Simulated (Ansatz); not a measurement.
**Co₂Si at a changed volume — electric field gradients**

The cell is a COD entry, relaxed with PBE at fixed cell and then changed (volume scaled by 1.06, ions relaxed).

```cif
data_Co2Si
_symmetry_space_group_name_H-M 'Pnma'
_symmetry_Int_Tables_number 62
_cell_length_a 5.0145
_cell_length_b 3.8113
_cell_length_c 7.2484
_cell_angle_alpha 90.000
_cell_angle_beta 90.000
_cell_angle_gamma 90.000
loop_
_atom_site_label
_atom_site_type_symbol
_atom_site_symmetry_multiplicity
_atom_site_Wyckoff_symbol
_atom_site_fract_x
_atom_site_fract_y
_atom_site_fract_z
Co1 Co 4 c 0.9675 0.7500 0.2156
Co5 Co 4 c 0.8267 0.7500 0.5619
Si Si 4 c 0.2917 0.7500 0.6082
```

One atom of each set is listed.

Method: Kohn–Sham DFT in Ansatz, PBE, plane waves and PAW, scalar-relativistic, collinear spin, 420 eV cutoff, Γ-centred 9×12×6 k-points, Fermi–Dirac smearing 0.05 eV. Start moments as typed (μB): 3 on each Co, none on the rest.

V_zz is the principal component of the electric field gradient with the largest magnitude, η = (V_xx − V_yy)/V_zz and C_Q = eQV_zz/h. ν_Q = 3|C_Q|/[2I(2I − 1)].

59Co: I = 7/2, Q = 420.0 mb. Quadrupole moments are those of Pyykkö's year-2017 table.

Question: Give the quadrupolar parameters of the distinct sites.

Answer: 

```tsv
site	atoms	first shell	C_Q (MHz)	η	ν_Q (MHz)
Co1	4	5 Si at 2.39–2.64 Å, 8 Co at 2.56–2.70 Å	15.1	0.74	1.08
Co5	4	5 Si at 2.35–2.70 Å, 8 Co at 2.61–2.73 Å	-13.4	0.55	0.955
```

Si has no stable isotope with a ground-state quadrupole moment in the table, so these sites are left out.

With no gap above 0.1 eV, as in a metal, the gradients converge slowly in k; expect changes of a tenth or more on a denser mesh. With these PAW files V_zz is typically within 2 to 3 % of all-electron values, but misses above 10 % occur on Co. At this changed cell the PBE pressure is -14 GPa. The run lost most of its start moments on Co; a state with other moments may lie lower. The magnetic order is the one that the run reached from its start moments, not necessarily the measured one (the real compound may not order at all).
